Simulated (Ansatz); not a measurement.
### Question
ZnCu2GeS4 in space group I-4 (No. 82; Pearson symbol tI16) is relaxed with DFT-LDA in the program Ansatz with PAW potentials. What lattice parameters of the conventional cell result?

### Answer
a = 5.211 Å, c = 10.377 Å.

### Question
Give the free coordinates with the occupied sites.

### Answer
In one choice of origin and axes:

| atom | site | symmetry | x | y | z |
|---|---|---|---|---|---|
| Cu | 2a | -4.. | 0.0000 | 0.0000 | 0.0000 |
| Cu | 2c | -4.. | 0.0000 | 0.5000 | 0.2500 |
| Zn | 2d | -4.. | 0.5000 | 0.0000 | 0.2500 |
| Ge | 2b | -4.. | 0.0000 | 0.0000 | 0.5000 |
| S | 8g | 1 | 0.2452 | 0.2551 | 0.3760 |

### Question
Is it a metal or does it have a gap at this level?

### Answer
A gap of 0.67 eV, direct.

The LDA relaxation kept the symmetry of its start. No spin polarisation was allowed. Scalar-relativistic: spin–orbit coupling is off unless named, which matters more the heavier the elements.

Potentials: the later of the program's two PAW sets.
